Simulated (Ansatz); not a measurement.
The following input was run with Ansatz 0.2.0.

```yaml
crystal:
  lattice:
    - [1.26105, 0.728067557, 14.415]
    - [-1.26105, 0.728067557, 14.415]
    - [0.0, -1.4561351139, 14.415]
  atoms:
    - { symbol: C, position: [0.01786, 0.01786, 0.01786] }
    - { symbol: C, position: [0.98214, 0.98214, 0.98214] }
    - { symbol: C, position: [0.17262, 0.17262, 0.17262] }
    - { symbol: C, position: [0.82738, 0.82738, 0.82738] }
    - { symbol: C, position: [0.20833, 0.20833, 0.20833] }
    - { symbol: C, position: [0.79167, 0.79167, 0.79167] }
    - { symbol: C, position: [0.26786, 0.26786, 0.26786] }
    - { symbol: C, position: [0.73214, 0.73214, 0.73214] }
    - { symbol: C, position: [0.30357, 0.30357, 0.30357] }
    - { symbol: C, position: [0.69643, 0.69643, 0.69643] }
    - { symbol: C, position: [0.41071, 0.41071, 0.41071] }
    - { symbol: C, position: [0.58929, 0.58929, 0.58929] }
    - { symbol: C, position: [0.44643, 0.44643, 0.44643] }
    - { symbol: C, position: [0.55357, 0.55357, 0.55357] }
basis:
  ecutwfc: 420
kpoints:
  mp_grid: { grid: [12, 12, 12] }
hamiltonian:
  xc: lda
scf:
  occupations: { method: gaussian, width: 0.02 }
output:
  forces: true
  stress: true
  eigenvalues: true
relax:
  adjacent_minimum: "off"
  f_tol: 0.01
  max_steps: 40
```

Launched with
```bash
ansatz run input.yaml --threads 4 --pin off --max-ram 10240MiB --backend cpu --events-out ev --progress --plain --runs-dir out
```

All numbers below come from Ansatz 0.2.0, DFT LDA, scalar-relativistic, plane waves, PAW.

Part of what the program printed, abridged (iterations and final results):

```
SCF iter   1: F=—  HF=-3401.720722 eV  |F-HF|=—  |Δ(HF+E_count)|=         —  Δρ=7.51e-3  dr2=1.81e-2  ethr=1.77e-3  ⟨swp⟩=6.3  Hψ=35440  notcnv=0  defer=344
SCF iter   2: F=—  HF=-3401.715958 eV  |F-HF|=—  |Δ(HF+E_count)|=   4.76e-3  Δρ=3.51e-3  dr2=3.62e-3  ethr=3.23e-5  ⟨swp⟩=1.9  Hψ=10673  notcnv=0  defer=1260
SCF iter   3: F=—  HF=-3401.714930 eV  |F-HF|=—  |Δ(HF+E_count)|=   1.03e-3  Δρ=3.54e-4  dr2=1.98e-4  ethr=6.46e-6  ⟨swp⟩=2.5  Hψ=10952  notcnv=0  defer=1260
SCF iter   4: F=—  HF=-3401.714870 eV  |F-HF|=—  |Δ(HF+E_count)|=   6.04e-5  Δρ=7.42e-5  dr2=2.41e-6  ethr=3.53e-7  ⟨swp⟩=2.0  Hψ=10348  notcnv=0  defer=1260
SCF iter   5: F=-3401.714869 eV  HF=-3401.714869 eV  |F-HF|=3.09e-8  |Δ(HF+E_count)|=   2.55e-7  Δρ=1.76e-5  dr2=9.39e-8  ethr=4.30e-9  ⟨swp⟩=2.1  Hψ=11470  notcnv=0  defer=1260
SCF iter   6: F=-3401.714869 eV  HF=-3401.714869 eV  |F-HF|=2.88e-9  |Δ(HF+E_count)|=   6.51e-9  Δρ=3.66e-6  dr2=5.41e-9  ethr=1.68e-10  ⟨swp⟩=9.0  Hψ=32357  notcnv=0
SCF 1 converged in 6 iterations: F = -3401.714869 eV  dr2 = 5.41e-9
relax step   1: F+E_penalty+E_count = -3401.71486945 eV  Δ(F+E_penalty+E_count) = +0.000e0 eV  max|allowed force component| = 3.339e-1 eV/Å  Δτ_max = 0.0000 Å  (6 SCF iters, dr2 threshold 2.50e-6 eV, accepted)
Initial density: handed on by an earlier stage of this run
Initial wavefunctions: those handed on with the density
SCF iter   1: F=—  HF=-3401.726147 eV  |F-HF|=—  |Δ(HF+E_count)|=         —  Δρ=2.52e-3  dr2=3.68e-3  ethr=6.58e-6  ⟨swp⟩=1.4  Hψ=21880  notcnv=0  defer=1522
SCF iter   2: F=—  HF=-3401.725069 eV  |F-HF|=—  |Δ(HF+E_count)|=   1.08e-3  Δρ=8.95e-4  dr2=2.82e-4  ethr=6.57e-6  ⟨swp⟩=2.3  Hψ=10566  notcnv=0  defer=1522
SCF iter   3: F=—  HF=-3401.725004 eV  |F-HF|=—  |Δ(HF+E_count)|=   6.44e-5  Δρ=2.78e-4  dr2=2.19e-5  ethr=5.03e-7  ⟨swp⟩=2.5  Hψ=11749  notcnv=0  defer=1522
SCF iter   4: F=-3401.725002 eV  HF=-3401.725002 eV  |F-HF|=2.08e-7  |Δ(HF+E_count)|=   2.67e-6  Δρ=4.66e-5  dr2=6.54e-7  ethr=3.91e-8  ⟨swp⟩=2.7  Hψ=11036  notcnv=0  defer=1522
SCF iter   5: F=-3401.725002 eV  HF=-3401.725002 eV  |F-HF|=4.19e-8  |Δ(HF+E_count)|=   1.05e-8  Δρ=1.05e-5  dr2=6.51e-8  ethr=1.17e-9  ⟨swp⟩=2.0  Hψ=9968  notcnv=0  defer=1522
SCF iter   6: F=-3401.725002 eV  HF=-3401.725002 eV  |F-HF|=1.66e-9  |Δ(HF+E_count)|=   1.23e-8  Δρ=1.57e-6  dr2=2.15e-9  ethr=1.16e-10  ⟨swp⟩=7.3  Hψ=31050  notcnv=0
SCF 2 converged in 6 iterations: F = -3401.725002 eV  dr2 = 2.15e-9
relax step   2: F+E_penalty+E_count = -3401.72500170 eV  Δ(F+E_penalty+E_count) = -1.013e-2 eV  max|allowed force component| = 1.957e-1 eV/Å  Δτ_max = 0.0099 Å  (6 SCF iters, dr2 threshold 6.97e-6 eV, accepted)
SCF iter   1: F=—  HF=-3401.727224 eV  |F-HF|=—  |Δ(HF+E_count)|=         —  Δρ=1.16e-3  dr2=9.99e-4  ethr=9.63e-6  ⟨swp⟩=2.1  Hψ=16737  notcnv=0  defer=1520
SCF iter   2: F=—  HF=-3401.726948 eV  |F-HF|=—  |Δ(HF+E_count)|=   2.77e-4  Δρ=3.61e-4  dr2=5.05e-5  ethr=1.78e-6  ⟨swp⟩=2.4  Hψ=12302  notcnv=0  defer=1516
SCF iter   3: F=—  HF=-3401.726934 eV  |F-HF|=—  |Δ(HF+E_count)|=   1.32e-5  Δρ=1.39e-4  dr2=5.93e-6  ethr=9.02e-8  ⟨swp⟩=2.5  Hψ=11406  notcnv=0  defer=1516
SCF iter   4: F=-3401.726933 eV  HF=-3401.726933 eV  |F-HF|=4.37e-8  |Δ(HF+E_count)|=   9.78e-7  Δρ=1.76e-5  dr2=1.22e-7  ethr=1.06e-8  ⟨swp⟩=2.5  Hψ=11197  notcnv=0  defer=1516
SCF iter   5: F=-3401.726933 eV  HF=-3401.726933 eV  |F-HF|=1.88e-9  |Δ(HF+E_count)|=   3.73e-9  Δρ=5.01e-6  dr2=8.11e-9  ethr=2.18e-10  ⟨swp⟩=2.0  Hψ=10231  notcnv=0  defer=1516
SCF iter   6: F=-3401.726933 eV  HF=-3401.726933 eV  |F-HF|=1.16e-10  |Δ(HF+E_count)|=  1.02e-10  Δρ=8.15e-7  dr2=2.75e-10  ethr=1.45e-11  ⟨swp⟩=6.5  Hψ=29339  notcnv=0
SCF 3 converged in 6 iterations: F = -3401.726933 eV  dr2 = 2.75e-10
relax step   3: F+E_penalty+E_count = -3401.72693332 eV  Δ(F+E_penalty+E_count) = -1.932e-3 eV  max|allowed force component| = 4.247e-2 eV/Å  Δτ_max = 0.0034 Å  (6 SCF iters, dr2 threshold 2.39e-6 eV, accepted)
SCF iter   1: F=—  HF=-3401.727040 eV  |F-HF|=—  |Δ(HF+E_count)|=         —  Δρ=1.99e-4  dr2=2.95e-5  ethr=7.83e-7  ⟨swp⟩=2.4  Hψ=15819  notcnv=0  defer=212
SCF iter   2: F=—  HF=-3401.727032 eV  |F-HF|=—  |Δ(HF+E_count)|=   7.98e-6  Δρ=7.08e-5  dr2=1.68e-6  ethr=5.27e-8  ⟨swp⟩=2.6  Hψ=12765  notcnv=0  defer=237
SCF iter   3: F=—  HF=-3401.727031 eV  |F-HF|=—  |Δ(HF+E_count)|=   4.10e-7  Δρ=2.26e-5  dr2=1.46e-7  ethr=3.01e-9  ⟨swp⟩=2.3  Hψ=11355  notcnv=0  defer=237
SCF iter   4: F=-3401.727031 eV  HF=-3401.727031 eV  |F-HF|=1.09e-9  |Δ(HF+E_count)|=   1.81e-8  Δρ=3.15e-6  dr2=3.70e-9  ethr=2.60e-10  ⟨swp⟩=2.6  Hψ=10923  notcnv=0  defer=237
SCF iter   5: F=-3401.727031 eV  HF=-3401.727031 eV  |F-HF|=1.53e-10  |Δ(HF+E_count)|=  6.37e-11  Δρ=6.91e-7  dr2=2.78e-10  ethr=6.61e-12  ⟨swp⟩=2.0  Hψ=10306  notcnv=0  defer=237
SCF iter   6: F=-3401.727031 eV  HF=-3401.727031 eV  |F-HF|=5.91e-12  |Δ(HF+E_count)|=  4.00e-11  Δρ=1.41e-7  dr2=1.09e-11  ethr=1.00e-12  ⟨swp⟩=5.1  Hψ=26829  notcnv=0
SCF 4 converged in 6 iterations: F = -3401.727031 eV  dr2 = 1.09e-11
relax step   4: F+E_penalty+E_count = -3401.72703114 eV  Δ(F+E_penalty+E_count) = -9.783e-5 eV  max|allowed force component| = 3.542e-4 eV/Å  Δτ_max = 0.0008 Å  (6 SCF iters, dr2 threshold 1.13e-7 eV, accepted)
SCF iter   1: F=—  HF=-3401.727031 eV  |F-HF|=—  |Δ(HF+E_count)|=         —  Δρ=1.43e-7  dr2=1.12e-11  ethr=1.00e-12  ⟨swp⟩=2.3  Hψ=25245  notcnv=0
SCF iter   2: F=-3401.727031 eV  HF=-3401.727031 eV  |F-HF|=9.09e-13  |Δ(HF+E_count)|=  2.27e-12  Δρ=6.45e-8  dr2=9.22e-13  ethr=1.00e-12  ⟨swp⟩=1.0  Hψ=6421  notcnv=0
SCF iter   3: F=-3401.727031 eV  HF=-3401.727031 eV  |F-HF|=0.00e0  |Δ(HF+E_count)|=    0.00e0  Δρ=2.91e-8  dr2=2.34e-13  ethr=1.00e-12  ⟨swp⟩=1.0  Hψ=6421  notcnv=0
SCF iter   4: F=-3401.727031 eV  HF=-3401.727031 eV  |F-HF|=4.55e-13  |Δ(HF+E_count)|=  4.55e-13  Δρ=7.21e-9  dr2=4.91e-14  ethr=1.00e-12  ⟨swp⟩=1.0  Hψ=6421  notcnv=0
SCF iter   5: F=-3401.727031 eV  HF=-3401.727031 eV  |F-HF|=9.09e-13  |Δ(HF+E_count)|=    0.00e0  Δρ=1.05e-9  dr2=7.34e-16  ethr=1.00e-12  ⟨swp⟩=1.0  Hψ=6421  notcnv=0
SCF iter   6: F=-3401.727031 eV  HF=-3401.727031 eV  |F-HF|=0.00e0  |Δ(HF+E_count)|=  9.09e-13  Δρ=1.50e-9  dr2=2.16e-15  ethr=1.00e-12  ⟨swp⟩=1.0  Hψ=15115  notcnv=0
SCF 5 converged in 6 iterations: F = -3401.727031 eV  dr2 = 2.16e-15
relax step   5: F+E_penalty+E_count = -3401.72703114 eV  Δ(F+E_penalty+E_count) = -3.183e-12 eV  max|allowed force component| = 3.555e-4 eV/Å  Δτ_max = 0.0000 Å  (6 SCF iters, accepted)
SCF converged after 6 iterations
Free energy (F): -3401.727031 eV
Harris-Foulkes:  -3401.727031 eV  (|F-HF|=0.00e0)
Internal energy: -3401.727031 eV  (E = F + TS)
E sigma→0 (E₀):  -3401.727031 eV
Fermi energy:    15.321585 eV
--- Per-component energies (eV) ---
  E_band       = 232.443679
  E_kinetic    = 1290.962116
  E_local      = -872.544178  (includes V_loc(G=0)·N_el)
  E_nonlocal   = 387.730196
  E_hartree    = 186.953568
  E_xc         = -676.730690
  E_vxc        = -842.357979  (∫ρ·V_xc dr)
  E_paw        = -1284.483153  (= ΣΔE_a)
  E_vpaw       = -105.253760  (= ΣTr[D̂ρ^β])
  E_aug_tail   = 0.000149  (compensation charges beyond the density's cutoff)
  E_ewald      = -2434.494693
  E_core_change = 0.879655  (= ΣΔE_core)
  E_smearing   =  0.000000  (= −TS)
--- Forces (eV/Å), atoms counted from 1 ---
  atom   1  C      0.00000000     0.00000000    -0.00011687
  atom   2  C      0.00000000     0.00000000     0.00011687
  atom   3  C      0.00000000     0.00000000    -0.00018528
  atom   4  C      0.00000000     0.00000000     0.00018528
  atom   5  C      0.00000000     0.00000000    -0.00017064
  atom   6  C      0.00000000     0.00000000     0.00017064
  atom   7  C      0.00000000     0.00000000     0.00035546
  atom   8  C      0.00000000     0.00000000    -0.00035546
  atom   9  C      0.00000000     0.00000000    -0.00012675
  atom  10  C      0.00000000     0.00000000     0.00012675
  atom  11  C      0.00000000     0.00000000     0.00019475
  atom  12  C      0.00000000     0.00000000    -0.00019475
  atom  13  C      0.00000000     0.00000000    -0.00002619
  atom  14  C      0.00000000     0.00000000     0.00002619
--- Stress (GPa, compression-positive) ---
      -15.067636       0.000000       0.000000
        0.000000     -15.067636       0.000000
        0.000000       0.000000      -8.348748
  P = ⅓ Tr σ = -12.8280 GPa (-128.280 kbar)
--- Band table (eV; the first three rows and the last of 189) ---
  k-point 0: bands = ["-8.2743", "-7.7420", "-7.6772", "-6.0580", "-6.0198", "-3.4222", "-3.4113", "0.9113", "0.9254", "5.3102", "5.3500", "10.1211", "10.1218", "10.3008", "10.3008", "10.3076", "10.3076", "11.0300", "11.0300", "11.0612", "11.0612", "12.2605", "12.2605", "12.3459", "12.3459", "13.0164", "13.1334", "13.1334", "18.4435", "18.4435", "18.7238", "19.3248", "19.3248", "19.6324", "19.6324", "20.0006", "20.2130", "20.8167", "20.8167", "21.0784", "21.0784", "21.1239"]
  k-point 1: bands = ["-8.1033", "-7.5843", "-7.4947", "-5.9358", "-5.8083", "-3.3378", "-3.1805", "0.9632", "1.1708", "5.3004", "5.5643", "9.4216", "9.5098", "9.9066", "9.9343", "9.9494", "10.1458", "10.2004", "10.4070", "10.6667", "10.7772", "11.4359", "11.7272", "11.9732", "12.1034", "12.4268", "12.7559", "12.8763", "18.5371", "18.8281", "18.9566", "19.2040", "19.5871", "19.7350", "20.0058", "20.3983", "20.6460", "20.8094", "21.0384", "21.3186", "21.5589", "21.5857"]
  k-point 2: bands = ["-7.5922", "-7.1006", "-6.9614", "-5.4959", "-5.2516", "-2.9435", "-2.6355", "1.2995", "1.6997", "5.4507", "5.9354", "7.4306", "7.5950", "8.1372", "8.5931", "9.0662", "9.1265", "9.3273", "9.8513", "9.8844", "10.0393", "10.0417", "10.4812", "10.8254", "11.2858", "11.4568", "12.1270", "12.2329", "18.2302", "18.6199", "19.1770", "19.7145", "19.7212", "20.1895", "20.7382", "20.8427", "20.9604", "21.2691", "21.4556", "21.7129", "22.4154", "22.6054"]
  k-point 188: bands = ["-8.1420", "-8.1244", "-7.0297", "-6.9870", "-4.8440", "-4.7941", "-2.4143", "-0.3158", "2.9750", "3.0366", "7.7404", "7.7677", "10.2080", "10.2080", "10.5721", "10.5721", "10.6054", "10.6054", "11.6196", "11.6196", "11.6611", "11.6611", "12.1128", "12.1276", "12.8721", "12.8721", "12.8979", "12.8979", "18.7172", "18.7172", "18.7724", "18.7724", "19.2121", "19.2366", "20.1894", "20.1894", "20.4141", "20.4141", "20.7063", "20.9082", "21.2101", "21.2101"]
--- Relaxed structure (5 steps of the walk, 5 accepted, 0 SCFs on fresh bases) ---
  F+E_penalty+E_count = -3401.72703114 eV   max|allowed force component| = 3.555e-4 eV/Å
  atoms:
    - { symbol: C, position: [0.01778536, 0.01778536, 0.01778536] }
    - { symbol: C, position: [0.98221463, 0.98221463, 0.98221463] }
    - { symbol: C, position: [0.17259594, 0.17259594, 0.17259594] }
    - { symbol: C, position: [0.82740405, 0.82740405, 0.82740405] }
    - { symbol: C, position: [0.20814151, 0.20814151, 0.20814151] }
    - { symbol: C, position: [0.79185848, 0.79185848, 0.79185848] }
    - { symbol: C, position: [0.26814560, 0.26814560, 0.26814560] }
    - { symbol: C, position: [0.73185439, 0.73185439, 0.73185439] }
    - { symbol: C, position: [0.30369408, 0.30369408, 0.30369408] }
    - { symbol: C, position: [0.69630591, 0.69630591, 0.69630591] }
    - { symbol: C, position: [0.41045328, 0.41045328, 0.41045328] }
    - { symbol: C, position: [0.58954671, 0.58954671, 0.58954671] }
    - { symbol: C, position: [0.44659218, 0.44659218, 0.44659218] }
    - { symbol: C, position: [0.55340781, 0.55340781, 0.55340781] }
```

The relaxation met its thresholds.

Time: 21 s on 4 threads of Intel(R) Xeon(R) 6975P-C (Granite Rapids) (shared host), peak memory 0.78 GiB.